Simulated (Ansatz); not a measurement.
SrMoO$_{4}$:
```
CELL_PARAMETERS angstrom
     -2.69113     2.69113     5.94968
      2.69113    -2.69113     5.94968
      2.69113     2.69113    -5.94968
ATOMIC_POSITIONS crystal
  Sr 0.00000 0.00000 0.00000
  Sr 0.75000 0.25000 0.50000
  Mo 0.50000 0.50000 0.00000
  Mo 0.25000 0.75000 0.50000
  O  0.02805 0.43069 0.12323
  O  0.18069 0.55746 0.90264
  O  0.30746 0.90482 0.87677
  O  0.65482 0.27805 0.09736
  O  0.72195 0.81931 0.37677
  O  0.56931 0.69254 0.59736
  O  0.44254 0.34518 0.62323
  O  0.09518 0.97195 0.40264
```

Relaxed with PBEsol.

Q: Give the optical modes at the zone centre with their infrared activity from DFPT, PBEsol in the plane-wave PAW code Ansatz.

A: Transverse frequencies, without the LO–TO term; a row sums one degenerate level.

| ω (cm⁻¹) | degeneracy | IR ((D/Å)²/amu) | activity | symmetry |
|---|---|---|---|---|
| 91 | 1 | 0.00 | IR-inactive | Bg |
| 113 | 2 | 0.00 | IR-inactive | Eg |
| 127 | 2 | 8.98 | IR | Eu |
| 137 | 2 | 0.00 | IR-inactive | Eg |
| 150 | 1 | 4.16 | IR | Au |
| 159 | 1 | 0.00 | IR-inactive | Bg |
| 159 | 2 | 8.42 | IR | Eu |
| 184 | 1 | 0.00 | IR-inactive | Ag |
| 230 | 1 | 0.00 | IR-inactive | Bu |
| 232 | 2 | 0.00 | IR-inactive | Eg |
| 254 | 1 | 6.82 | IR | Au |
| 308 | 2 | 8.38 | IR | Eu |
| 316 | 1 | 0.00 | IR-inactive | Ag |
| 321 | 1 | 0.00 | IR-inactive | Bg |
| 358 | 1 | 0.00 | IR-inactive | Bg |
| 372 | 2 | 0.00 | IR-inactive | Eg |
| 391 | 1 | 2.55 | IR | Au |
| 391 | 1 | 0.00 | IR-inactive | Bu |
| 786 | 1 | 48.93 | IR | Au |
| 794 | 2 | 0.00 | IR-inactive | Eg |
| 802 | 2 | 97.56 | IR | Eu |
| 839 | 1 | 0.00 | IR-inactive | Bg |
| 887 | 1 | 0.00 | IR-inactive | Ag |
| 887 | 1 | 0.00 | IR-inactive | Bu |

Q: How high does the top mode go among those that the LO–TO term moves?

A: 903 cm⁻¹ for q along x, 903 cm⁻¹ for q along y, 889 cm⁻¹ for q along z.

Space group I4_1/a. The workflow started from a Materials Project entry (that database holds measured and hypothetical structures alike); the Crystallography Open Database files this formula in space group No. 88, but the cells were not matched. Whether it is the stable phase at ambient conditions was not checked. The cell was relaxed with PBEsol under the symmetry of its start; its stability against distortions is not shown here. The run is not spin-polarised. No Hubbard U is applied.

Potentials: the later of the program's two PAW sets.
